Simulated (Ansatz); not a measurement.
ZrO₂ (tetragonal-ZrO2 type, space group P4_2/nmc)

```
CELL_PARAMETERS angstrom
      3.58446     0.00000     0.00000
      0.00000     3.58446     0.00000
      0.00000     0.00000     5.17872
ATOMIC_POSITIONS crystal
  Zr 0.00000 0.00000 0.00000
  Zr 0.50000 0.50000 0.50000
  O  0.00000 0.50000 0.20116
  O  0.00000 0.50000 0.70116
  O  0.50000 0.00000 0.29884
  O  0.50000 0.00000 0.79884
```

Grid over V/V₀ and (c/a)/(c/a)₀, subscript 0 meaning the relaxed cell; the conventional c axis lies along z; no internal relaxation.

Level of theory: PBEsol (plane waves to 420 eV, PAW, scalar-relativistic; Ansatz, a quantum-chemistry and plane-wave program). k mesh 9×9×7 (Γ-centred), Fermi-Dirac smearing 0.05 eV. Compression counts positive. As the atoms are clamped, bonds stretch with the cell, which overstates energies and stresses. The PAW data are Ansatz's earlier set. This is a high-temperature form of ZrO2. ZrO2 is run without spin polarisation. ZrO2 was relaxed with its symmetry unable to fall.

At one point of the scan the stress tensor (GPa) is:

```
   10.9      0.0      0.0
    0.0     10.9      0.0
    0.0      0.0      0.9
```

**Question.** Which point is it?
A) V/V₀ = 0.947, (c/a)/(c/a)₀ = 0.973
B) V/V₀ = 0.973, (c/a)/(c/a)₀ = 1.027
C) V/V₀ = 0.973, (c/a)/(c/a)₀ = 1.040
D) V/V₀ = 0.920, (c/a)/(c/a)₀ = 0.987

**Answer.** B, V/V₀ = 0.973, (c/a)/(c/a)₀ = 1.027

(A scan under strain: stresses follow from slopes of the energy per volume, elastic moduli from its curvatures.)
